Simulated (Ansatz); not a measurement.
A relaxed structure of GaCuSe2 is spoiled in several ways and relaxed again each time (noise and exchanges are one random draw each; squeezed and stretched starts keep its symmetry, which their runs cannot lower; pressure is positive under compression). Calculation: r2SCAN (plane waves to 500 eV, PAW, scalar-relativistic; Ansatz, a quantum-chemistry and plane-wave program).

```cif
data_Cu4Ga4Se8
_chemical_formula_sum 'Cu4 Ga4 Se8'
_space_group_name_H-M_alt 'I-42d'
_space_group_IT_number 122
_space_group_name_Hall 'I -4 2bw'
_cell_length_a 5.60781
_cell_length_b 5.60781
_cell_length_c 11.09649
_cell_angle_alpha 90.000
_cell_angle_beta 90.000
_cell_angle_gamma 90.000
loop_
_atom_site_label
_atom_site_type_symbol
_atom_site_symmetry_multiplicity
_atom_site_Wyckoff_symbol
_atom_site_fract_x
_atom_site_fract_y
_atom_site_fract_z
_atom_site_occupancy
Cu1 Cu 4 a 0.00000 0.00000 0.00000 1
Ga1 Ga 4 b 0.00000 0.00000 0.50000 1
Se1 Se 8 d 0.25000 0.25364 0.37500 1
```
(The calculation used a cell of 8 atoms; values per cell refer to that cell.)

```csv
change,first pressure (GPa),largest first force (eV/Å),released (eV/atom),moves,outcome,final group,E − E(parent) (eV/atom)
squeezed uniformly to 80 % of its volume,26.6,0.43,0.29,6,returns to the parent,I-42d,0.000
stretched uniformly to 130 % of its volume,-9.9,0.26,0.26,6,returns to the parent,I-42d,0.000
with every coordinate shifted by Gaussian noise of σ = 0.45 Å,–,–,1.2,11,returns to the parent,I-42d,0.000
shaken by Gaussian noise of σ = 0.08 Å a coordinate,0.9,1.44,0.04,4,returns to the parent,I-42d,0.000
```

First-step values come from each run's starting, coarser k-mesh (6×6×6, 5×5×6). Each cell has its own k-point mesh; energy differences are given only to the digits this allows. No spin polarisation in the result.
